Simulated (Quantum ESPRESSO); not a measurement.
Parts of the isotropic shielding in CaO, by PBE GIPAW on JTH datasets (Quantum ESPRESSO, modified build), 22.5 Ha, k-mesh 6×6×6 shifted:

```
CELL_PARAMETERS angstrom
      0.00000     2.39154     2.42759
      2.39154     0.00000     2.42759
      2.39154     2.39154     0.00000
ATOMIC_POSITIONS crystal
  Ca 0.00000 0.00000 0.00000
  O  0.50000 0.50000 0.50000
```
The cell was made here from a computed Materials Project entry: strained by +1 % along the cube axis and by -0.5 % across it, atoms relaxed (PBE without dispersion, pw.x of Quantum ESPRESSO, symmetry kept). The parent is CaO in Fm-3m. Stability against distortions was not tested.

The core term is that of the free atom's frozen core; the paramagnetic column sums the reconstruction terms. Shieldings are absolute and leave out the bulk-susceptibility term; a larger σ means a smaller chemical shift. By our sweeps, such settings leave a few ppm in absolute σ. PBE places the empty d or f states of Ca too low, which is known to distort σ on and beside such ions. Static lattice: thermal averaging is not included.

| site | core | bare (smooth current) | diamagnetic correction | paramagnetic corrections | σ_iso (ppm) |
|---|---|---|---|---|---|
| Ca (atom 1) | 1265.0 | 69.3 | 29.8 | ? | ? |
| O (atom 2) | 271.1 | -32.5 | 25.8 | ? | ? |

Question: Complete the blanks.

Answer: 
- Ca (atom 1), paramagnetic corrections: -406.5
- Ca (atom 1), σ_iso (ppm): 957.7
- O (atom 2), paramagnetic corrections: -417.9
- O (atom 2), σ_iso (ppm): -153.5
